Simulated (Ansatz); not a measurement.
# Cd$_{4}$Se$_{3}$S: zone-centre modes

Level of theory: Ansatz, DFT PBE, scalar-relativistic, plane waves, PAW. Settings: 420 eV plane-wave cutoff, Γ-centred 6×6×6 mesh, fixed occupations. No spin polarisation. Phonons by linear response, acoustic sum rule imposed.

Equilibrium structure at this level:
```
Cd Se S
1.0
     6.12794    0.00000    0.00000
     0.00000    6.12794    0.00000
     0.00000    0.00000    6.12794
Cd Se S
4 3 1
Direct
  0.75610 0.75610 0.24390
  0.75610 0.24390 0.75610
  0.24390 0.75610 0.75610
  0.24390 0.24390 0.24390
  0.00000 0.50000 0.50000
  0.50000 0.00000 0.50000
  0.50000 0.50000 0.00000
  0.00000 0.00000 0.00000
```

It was reached by relaxing an invented guess, and it needn't be the stable form of this composition. The run warned that its linear response isn't converged on this k mesh, so dielectric tensors, Born charges and infrared intensities are rough, and the frequencies may be too.

Problem. Give the high-frequency dielectric tensor ε∞.

Solution.
```
7.55 0.00 0.00
0.00 7.55 0.00
0.00 0.00 7.55
```

Problem. Give the Born effective charges.

Solution.
```tsv
atom	Z*xx	Z*yy	Z*zz	mean
Cd (atom 1)	2.30	2.30	2.30	2.30
Se (atom 5)	-2.15	-2.27	-2.27	-2.23
S (atom 8)	-2.49	-2.49	-2.49	-2.49
```

Problem. How large is the static dielectric tensor with the ions free to move, and what share of it is ionic?

Solution.
```
11.6  0.0  0.0
 0.0 11.6  0.0
 0.0  0.0 11.6
```
The ions give 35 % of its trace.
